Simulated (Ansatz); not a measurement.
A crystal relaxed with r2SCAN in the PAW code Ansatz has space group I-42d (No. 122) and a = 5.608 Å, c = 11.099 Å.

```json
{"atom": "Cu", "site": "4a", "x": "0.0000", "y": "0.0000", "z": "0.0000"}
{"atom": "Se", "site": "8d", "x": "0.2464", "y": "0.2500", "z": "0.1250"}
{"atom": "Xx", "site": "4b", "x": "0.5000", "y": "0.5000", "z": "0.0000"}
```

With r2SCAN the gap is 0.56 eV and direct, at Γ. With HSE06 the gap is 1.35 eV and direct, at Γ. Meshes: r2SCAN 6×6×6, HSE06 4×4×4.

Question: Which element is Xx?
A. Ga
B. Tl
C. Al
D. In

Answer: A. Xx is Ga: CuGaSe2, ordered on the zincblende lattice (I-42d) with 8 atoms a cell. Cu has 4 Se at 2.41 Å; Se has 2 Cu at 2.41 Å and 2 Ga at 2.43 Å; Ga has 4 Se at 2.43 Å.

The cell comes from a prototype generator: it can be a known phase or a hypothetical one. Spin polarisation is off.

The runs are scalar-relativistic, without spin-orbit coupling.
